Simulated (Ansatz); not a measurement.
# Notes on Cs2WO4

```xyz
14
Lattice="0.0000 6.4663 0.0000 6.6292 -3.2332 0.0000 3.5091 0.0000 -7.3110" Properties=species:S:1:pos:R:3 pbc="T T T"
W     5.0195    0.0000   -5.6514
W     5.1188    3.2332   -1.6596
Cs    2.8763    3.2332   -5.5783
Cs    7.2620    0.0000   -1.7327
O     6.6410    0.0000   -4.5547
O     3.4973    3.2332   -2.7562
O     3.3911    0.0000   -4.7448
O     6.7472    3.2332   -2.5662
Cs    7.1791    3.2332   -5.3443
Cs    2.9592    0.0000   -1.9667
O     5.1189    1.5455   -6.7700
O     5.0194   -1.6877   -0.5410
O     5.0194    1.6877   -0.5410
O     5.1189    4.9209   -6.7700
```

Method: r2SCAN, no spin polarisation; PAW, plane waves to 500 eV, 5×5×4 Γ-centred mesh, gaussian occupations (width 0.0617 eV) (Ansatz 0.2.0), atoms fixed.

Electronic structure: The gap is 4.21 eV, indirect (the least direct gap found is 4.27 eV).
Charges: Bader charges in e: Cs +0.88, W +2.70, O -1.14 to -1.10. In the mean W gives up most and O takes most.
Forces: The largest is on O5 (and as large on other atoms): 5.33 eV/Å, components (-4.60, 0.00, -2.70). It makes 4° with the line to a nearest neighbour, W1 at 1.96 Å, pointing towards it.
Stress: The pressure is -9.2 GPa (compression positive), so with the atoms held at these fractions the cell would first shrink; the forces are large, so a full relaxation may end otherwise. The principal stresses -10.4, -10.1, -7.3 GPa differ, so its shape would change too.
Contacts: W–O at 1.86 Å: least valence density 1.27 e/Å³ and ELF 0.35 there. Cs–O at 2.81 Å: least valence density 0.16 e/Å³ and ELF 0.06 there, a closed-shell (ionic or weak) contact. These are pseudo-fields; inside the PAW spheres they differ from the all-electron ones.

Origin: a known structure type with other elements, at an estimated volume, so it need not be a known compound. Caveats: no spin-orbit coupling, which can shift this gap by tenths of an eV; atoms or cell far from equilibrium.
